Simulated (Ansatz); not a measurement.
MgAlF5:
Space group Immm (No. 71); a = 3.515 Å, b = 6.126 Å, c = 7.347 Å, α = β = γ = 90.00°

| atom | site | symmetry | x | y | z |
|---|---|---|---|---|---|
| Mg | 2a | mmm | 0.0000 | 0.0000 | 0.0000 |
| Al | 2c | mmm | 0.0000 | 0.0000 | 0.5000 |
| F | 4i | mm2 | 0.0000 | 0.0000 | 0.2576 |
| F | 2d | mmm | 0.0000 | 0.5000 | 0.0000 |
| F | 4h | m2m | 0.5000 | 0.2021 | 0.0000 |
(The calculation used a cell of 7 atoms; values per cell refer to that cell.)

Relaxed with r²SCAN. Plane-wave PAW r²SCAN (Ansatz code) gives a gap of 7.92 eV.

What gap does HSE06 give on the same cell (Ansatz, PAW)?

9.35 eV, 1.44 eV more. The hybrid was solved on a coarser mesh and at special points; its gap is the smallest among all of these.

```csv
k,v1 r²SCAN,c1 r²SCAN,v1 HSE06,c1 HSE06
Γ,0.00,7.92,0.00,9.35
X,-0.57,10.67,?,?
S,-0.43,10.11,?,?
R,-0.24,12.11,-0.25,13.60
T,-0.09,12.30,-0.09,13.77
W,-0.25,12.54,?,?
Σ0,-0.24,12.40,-0.24,13.88
Y0,-0.57,10.73,?,?
```

Top valence (v1) and lowest conduction level (c1) in eV from each method's valence maximum (which need not be a listed point): supply the withheld HSE06 values.


- W, v1 HSE06: -0.25
- W, c1 HSE06: 13.99
- Y0, v1 HSE06: -0.58
- Y0, c1 HSE06: 12.15
- S, v1 HSE06: -0.43
- S, c1 HSE06: 11.56
- X, v1 HSE06: -0.58
- X, c1 HSE06: 12.09

Cost on shared cores: the r²SCAN run (SCF on a 9×9×9 mesh, then bands and DOS) roughly 3 core-minutes, the HSE06 run (SCF on 5×5×5, then a few points) roughly 7 core-minutes; the tasks are unlike.

The workflow started from an entry of the Crystallography Open Database (COD). Its standing as an ambient phase is unchecked. Symmetry was held in the r²SCAN relaxation; whether a distortion lowers the energy is not shown.

Potentials: the later of the program's two PAW sets.
